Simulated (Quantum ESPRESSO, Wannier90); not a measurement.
# Wannier functions of BeBr$_{2}$ (Ibam)

Materials Project entry mp-30139; symmetrised, unrelaxed at this level. COD (Crystallography Open Database) has an entry of this formula and space group (matched by these alone). Method: PBEsol plane waves in Quantum ESPRESSO 7.5 (PseudoDojo norm-conserving files, 71 Ry, no spin polarisation, no spin-orbit coupling), Bloch states on a 4×4×4 mesh through Γ, Wannier90 4.0.1. Density: 6×6×6 mesh, cold smearing 0.01 Ry. The cell is built of weakly bound layers, chains or molecules, whose nearest atoms lie 4.04 Å apart. Database cells relaxed without dispersion often hold them too far apart, which can enlarge gaps and weakens couplings between them; spacing and stacking were not compared with the measured crystal. Spin-orbit coupling, left out, would split the p-like bands by a few tenths of an eV.

On the energy scale of pw.x, whose zero is arbitrary, the valence-band maximum lies at 0.80 eV.

Input w.win:

```
num_bands = 16
num_wann = 16
exclude_bands = 1-2,19-39
num_iter = 1000
conv_tol = 1.0e-6
conv_window = 4
write_hr = true
write_u_matrices = true
auto_projections = true
begin unit_cell_cart
ang
    0.0000000000    0.0000000000    5.5574200000
    5.7331300000    0.0000000000    0.0000000000
   -2.8665650000    5.2900600000   -2.7787100000
end unit_cell_cart
begin atoms_frac
Be   0.2500000000  0.0000000000  0.0000000000
Be  -0.2500000000  0.0000000000  0.0000000000
Br   0.1133900000  0.3229100000  0.2267800000
Br  -0.1133900000 -0.3229100000 -0.2267800000
Br   0.3866100000  0.0961300000 -0.2267800000
Br  -0.3866100000 -0.0961300000  0.2267800000
end atoms_frac
mp_grid = 4 4 4
begin kpoints
0.0000000000 0.0000000000 0.0000000000
0.0000000000 0.0000000000 0.2500000000
0.0000000000 0.0000000000 0.5000000000
... (61 more lines: the 4x4x4 mesh through Gamma)
end kpoints
```

Input of pw2wannier90.x that gives the overlap and projection files (equivalent; here they were cut from one run over all bands):

```
&inputpp
  outdir = './out'
  prefix = 'pwscf'
  seedname = 'w'
  write_amn = .true.
  write_mmn = .true.
  scdm_proj = .true.
  scdm_entanglement = 'isolated'
/
```

Output w.wout (banner and timings cut):

```
                                    ------
                                    SYSTEM
                                    ------

                              Lattice Vectors (Ang)
                    a_1     0.000000   0.000000   5.557420
                    a_2     5.733130   0.000000   0.000000
                    a_3    -2.866565   5.290060  -2.778710

                   Unit Cell Volume:     168.54878  (Ang^3)

                        Reciprocal-Space Vectors (Ang^-1)
                    b_1    -0.000000   0.593867   1.130594
                    b_2     1.095943   0.593867  -0.000000
                    b_3     0.000000   1.187734   0.000000

 *----------------------------------------------------------------------------*
 |   Site       Fractional Coordinate          Cartesian Coordinate (Ang)     |
 +----------------------------------------------------------------------------+
 | be   1   0.25000   0.00000   0.00000   |    0.00000   0.00000   1.38935    |
 | be   2  -0.25000   0.00000   0.00000   |    0.00000   0.00000  -1.38935    |
 | br   1   0.11339   0.32291   0.22678   |    1.20121   1.19968   0.00000    |
 | br   2  -0.11339  -0.32291  -0.22678   |   -1.20121  -1.19968   0.00000    |
 | br   3   0.38661   0.09613  -0.22678   |    1.20121  -1.19968   2.77871    |
 | br   4  -0.38661  -0.09613   0.22678   |   -1.20121   1.19968  -2.77871    |
 *----------------------------------------------------------------------------*
                                ------------
                                K-POINT GRID
                                ------------

             Grid size =  4 x  4 x  4      Total points =   64

 *---------------------------------- MAIN ------------------------------------*
 |  Number of Wannier Functions               :                16             |
 |  Number of Objective Wannier Functions     :                16             |
 |  Number of input Bloch states              :                16             |
 |  Output verbosity (1=low, 5=high)          :                 1             |
 |  Timing Level (1=low, 5=high)              :                 1             |
 |  Optimisation (0=memory, 3=speed)          :                 3             |
 |  Length Unit                               :               Ang             |
 |  Post-processing setup (write *.nnkp)      :                 F             |
 |  Using Gamma-only branch of algorithms     :                 F             |
 *----------------------------------------------------------------------------*
 *------------------------------- WANNIERISE ---------------------------------*
 |  Total number of iterations                :              1000             |
 |  Number of CG steps before reset           :                 5             |
 |  Trial step length for line search         :             2.000             |
 |  Convergence tolerence                     :         0.100E-05             |
 |  Convergence window                        :                 4             |
 |  Iterations between writing output         :                 1             |
 |  Iterations between backing up to disk     :               100             |
 |  Write r^2_nm to file                      :                 F             |
 |  Write xyz WF centres to file              :                 F             |
 |  Write on-site energies <0n|H|0n> to file  :                 F             |
 |  Use guiding centre to control phases      :                 F             |
 |  Use phases for initial projections        :                 F             |
 *----------------------------------------------------------------------------*
 *-------------------------------- PLOTTING ----------------------------------*
 |  Plotting Hamiltonian in WF basis          :                 T             |
 *----------------------------------------------------------------------------*

       ... (k-mesh section left out)

 Starting a new Wannier90 calculation ...

 Reading overlaps from w.mmn

 Reading projections from w.amn

 *------------------------------- WANNIERISE ---------------------------------*
 +--------------------------------------------------------------------+<-- CONV
 | Iter  Delta Spread     RMS Gradient      Spread (Ang^2)            |<-- CONV
 +--------------------------------------------------------------------+<-- CONV

 ------------------------------------------------------------------------------
 Initial State
  WF centre and spread    1  ( -1.617675,  1.077895, -2.748950 )     1.22280910
  WF centre and spread    2  (  1.617675, -1.077895,  2.748950 )     1.22280910
  WF centre and spread    3  (  1.617068,  1.052469, -0.000624 )     1.21755328
  WF centre and spread    4  ( -1.617068, -1.052469,  0.000624 )     1.21755328
  WF centre and spread    5  (  1.037503,  1.623508, -0.043066 )     1.20005038
  WF centre and spread    6  ( -1.037503, -1.623508,  0.043066 )     1.20005038
  WF centre and spread    7  (  1.021687, -1.615337,  2.797182 )     1.21467467
  WF centre and spread    8  ( -1.021687,  1.615337, -2.797182 )     1.21467467
  WF centre and spread    9  (  0.840036, -0.845947,  2.325201 )     1.15762940
  WF centre and spread   10  ( -0.867673, -0.888051, -0.485007 )     1.17514047
  WF centre and spread   11  ( -0.840036,  0.845947, -2.325201 )     1.15762940
  WF centre and spread   12  (  0.867673,  0.888051,  0.485007 )     1.17514047
  WF centre and spread   13  ( -0.948713,  0.891268,  2.309973 )     1.27385092
  WF centre and spread   14  ( -0.904898, -0.865787,  0.442983 )     1.26906550
  WF centre and spread   15  (  0.948713, -0.891268, -2.309973 )     1.27385092
  WF centre and spread   16  (  0.904898,  0.865787, -0.442983 )     1.26906550
  Sum of centres and spreads (  0.000000,  0.000000, -0.000000 )    19.46154743

      0     0.195E+02     0.0000000000       19.4615474294  <-- CONV
        O_D=      0.0021965 O_OD=      3.4508440 O_TOT=     19.4615474 <-- SPRD
 ------------------------------------------------------------------------------
      1    -0.239E+00     0.4799350943       19.2224413132  <-- CONV
        O_D=      0.0037316 O_OD=      3.2102028 O_TOT=     19.2224413 <-- SPRD
      2    -0.382E-01     0.2863335830       19.1842338494  <-- CONV
        O_D=      0.0009796 O_OD=      3.1747473 O_TOT=     19.1842338 <-- SPRD
      3    -0.742E-02     0.1306369592       19.1768109798  <-- CONV
        O_D=      0.0007053 O_OD=      3.1675987 O_TOT=     19.1768110 <-- SPRD
      4    -0.447E-02     0.0885369872       19.1723441203  <-- CONV
        O_D=      0.0008025 O_OD=      3.1630346 O_TOT=     19.1723441 <-- SPRD
      5    -0.312E-02     0.0729964882       19.1692266426  <-- CONV
        O_D=      0.0006794 O_OD=      3.1600403 O_TOT=     19.1692266 <-- SPRD
       ... (lines left out)
    100    -0.185E-05     0.0019620666       19.1355810791  <-- CONV
        O_D=      0.0006450 O_OD=      3.1264291 O_TOT=     19.1355811 <-- SPRD
       ... (lines left out)
    114    -0.821E-06     0.0011323389       19.1355535355  <-- CONV
        O_D=      0.0006445 O_OD=      3.1264021 O_TOT=     19.1355535 <-- SPRD
    115    -0.790E-06     0.0015747391       19.1355527457  <-- CONV
        O_D=      0.0006445 O_OD=      3.1264013 O_TOT=     19.1355527 <-- SPRD
    116    -0.698E-06     0.0010991109       19.1355520480  <-- CONV
        O_D=      0.0006449 O_OD=      3.1264002 O_TOT=     19.1355520 <-- SPRD
             <<<     Delta < 1.000E-06  over  4 iterations     >>>
             <<< Wannierisation convergence criteria satisfied >>>
 Final State
  WF centre and spread    1  ( -1.622192,  1.058068, -2.777835 )     1.20153795
  WF centre and spread    2  (  1.622192, -1.058068,  2.777835 )     1.20153795
  WF centre and spread    3  (  1.621369,  1.055333,  0.000535 )     1.20220488
  WF centre and spread    4  ( -1.621369, -1.055333, -0.000535 )     1.20220488
  WF centre and spread    5  (  1.044530,  1.621196, -0.000760 )     1.20484102
  WF centre and spread    6  ( -1.044530, -1.621196,  0.000760 )     1.20484102
  WF centre and spread    7  (  1.041805, -1.620305,  2.779249 )     1.20550839
  WF centre and spread    8  ( -1.041805,  1.620305, -2.779249 )     1.20550839
  WF centre and spread    9  (  0.883611, -0.878696,  2.305959 )     1.18843716
  WF centre and spread   10  ( -0.882998, -0.879853, -0.473038 )     1.18838714
  WF centre and spread   11  ( -0.883611,  0.878696, -2.305959 )     1.18843716
  WF centre and spread   12  (  0.882998,  0.879853,  0.473038 )     1.18838714
  WF centre and spread   13  ( -0.885074,  0.877998,  2.305599 )     1.18840741
  WF centre and spread   14  ( -0.883803, -0.878675,  0.472827 )     1.18845208
  WF centre and spread   15  (  0.885074, -0.877998, -2.305599 )     1.18840741
  WF centre and spread   16  (  0.883803,  0.878675, -0.472827 )     1.18845208
  Sum of centres and spreads (  0.000000,  0.000000, -0.000000 )    19.13555205

         Spreads (Ang^2)       Omega I      =    16.008506958
        ================       Omega D      =     0.000644865
                               Omega OD     =     3.126400225
    Final Spread (Ang^2)       Omega Total  =    19.135552048
```
